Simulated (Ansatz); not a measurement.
TiSnO:
Space group P4/nmm, origin choice 1 (No. 129); a = b = 3.917 Å, c = 6.752 Å, α = β = γ = 90.00°

```tsv
atom	site	symmetry	x	y	z
Ti	2c	4mm	0.5000	0.0000	0.3304
Sn	2a	-4m2	0.0000	0.0000	0.0000
O	2c	4mm	0.0000	0.5000	0.4109
```

Relaxed at zero pressure with plane-wave PAW PBEsol (Ansatz code).

Q: The volume is lowered by 3 % and shape and atoms relax at that volume. What pressure results, and how do the axes share the change?

A: 1.7 GPa; a -1.4 %, b -1.4 %, c -0.3 %; the energy rises by 3 meV/atom.

Q: Give the new structure.

A: 
Space group P4/nmm, origin choice 1 (No. 129); a = b = 3.8624 Å, c = 6.7342 Å, α = β = γ = 90.00°

| atom | site | symmetry | x | y | z |
|---|---|---|---|---|---|
| Ti | 2c | 4mm | 0.5000 | 0.0000 | 0.3319 |
| Sn | 2a | -4m2 | 0.0000 | 0.0000 | 0.0000 |
| O | 2c | 4mm | 0.0000 | 0.5000 | 0.4067 |

The phase is kept; no other phase was compared at this pressure.

The start of the workflow was typed in or built on a structure type; neither database checked (COD, Materials Project) lists it. Its standing as an ambient phase is unchecked. The PBEsol relaxation kept the symmetry of its start. At this level the phase is dynamically unstable (imaginary phonons). The workflow began spin-polarised and lost its moments. Scalar-relativistic: spin–orbit coupling is off unless named, which matters more the heavier the elements.

Potentials: the earlier of the program's two PAW sets. The files were generated under PBE; for other functionals the program regenerates the frozen cores, and for LDA and PBEsol the local potential too.
